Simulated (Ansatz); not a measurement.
## Stability checks on a candidate for HfSi₂O₆

It was reached by relaxing an invented guess, and it needn't be the stable form of this composition.

Theory: DFT PBE, scalar-relativistic, plane waves, PAW (Ansatz 0.2.0). Settings of the last relaxation (9-atom cell): 420 eV, 6×6×4 k points, Gaussian smearing of 0.02 eV, no spin polarisation.

```cif
data_structure
_symmetry_space_group_name_H-M 'C2'
_symmetry_Int_Tables_number 5
_cell_length_a 9.9107
_cell_length_b 5.0159
_cell_length_c 5.8849
_cell_angle_alpha 90.000
_cell_angle_beta 91.718
_cell_angle_gamma 90.000
_cell_volume 292.41
loop_
_atom_site_label
_atom_site_type_symbol
_atom_site_symmetry_multiplicity
_atom_site_Wyckoff_symbol
_atom_site_fract_x
_atom_site_fract_y
_atom_site_fract_z
_atom_site_occupancy
Hf1 Hf 2 a 0.00000 0.54121 0.00000 1
Si1 Si 4 c 0.75298 0.23358 0.65518 1
O1 O 4 c 0.61059 0.81898 0.20228 1
O2 O 4 c 0.72997 0.42513 0.43188 1
O3 O 4 c 0.87726 0.75132 0.18263 1
```

Formation energies are uncorrected and refer to the elements' standard structures at the same level (O₂ as a molecule).

Question: These tests were run: energy against the elements; random kick, then relaxation without symmetry; phonons on a 2×2×1 q mesh. What do they show?

Answer:

| test | result |
| --- | --- |
| energy against the elements | −2.936 eV/atom |
| random kick, then relaxation without symmetry | returns |
| phonons on a 2×2×1 q mesh | no imaginary mode on the mesh, but the interpolation dips to 87i cm⁻¹ between its points |

It fails none of these tests outright. Other phases of the system weren't compared here, so this isn't yet thermodynamic stability. Undecided within the accuracy: phonons on a 2×2×1 q mesh.

These runs have no spin–orbit coupling, which can matter for Hf. The kick test ran on a coarse mesh. The run for the phonons used a 6×6×4 k mesh.
